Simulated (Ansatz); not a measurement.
Relax this structure to zero stress and force, keeping its symmetry:

```xyz
9
Lattice="3.3181 0.0000 0.0000 -1.6591 2.8736 0.0000 0.0000 0.0000 29.7394" Properties=species:S:1:pos:R:3 pbc="T T T"
W     1.6591    0.9579    0.0000
W     0.0000    1.9157   22.9127
W     0.0000    1.9157    6.8268
Se    0.0000    1.9157    1.6632
Se    1.6591    0.9579   24.5757
Se    1.6591    0.9579    8.4890
Se    0.0000    1.9157   28.0763
Se    1.6591    0.9579   21.2504
Se    1.6591    0.9579    5.1637
```

The calculation used DFT r2SCAN, scalar-relativistic, plane waves, PAW in Ansatz 0.2.0.

Settings: cutoff 500 eV, Γ-centred mesh 12×12×1 on the computed 9-atom cell, Gaussian smearing of 0.02 eV; no spin polarisation.

Q: What does it relax to?

A: The volume goes down by 0.01 Å³/atom to 31.50 Å³/atom, and the energy changes by under 0.1 meV/atom. Final structure:
```yaml
crystal:
  lattice:
    - [3.31442, 0.00000, 0.00000]
    - [-1.65721, 2.87038, 0.00000]
    - [0.00000, 0.00000, 29.80009]
  atoms:
    - { symbol: W, position: [0.66667, 0.33333, 0.00000] }
    - { symbol: W, position: [0.33333, 0.66667, 0.76994] }
    - { symbol: W, position: [0.33333, 0.66667, 0.23006] }
    - { symbol: Se, position: [0.33333, 0.66667, 0.05577] }
    - { symbol: Se, position: [0.66667, 0.33333, 0.82572] }
    - { symbol: Se, position: [0.66667, 0.33333, 0.28580] }
    - { symbol: Se, position: [0.33333, 0.66667, 0.94423] }
    - { symbol: Se, position: [0.66667, 0.33333, 0.71420] }
    - { symbol: Se, position: [0.66667, 0.33333, 0.17428] }
```

Spin–orbit coupling is left out, which can shift energies with elements as heavy as these. The cell holds layers, and r2SCAN describes their binding at middle range but leaves out its long-range dispersion part.

This form isn't the usual stable structure of the compound.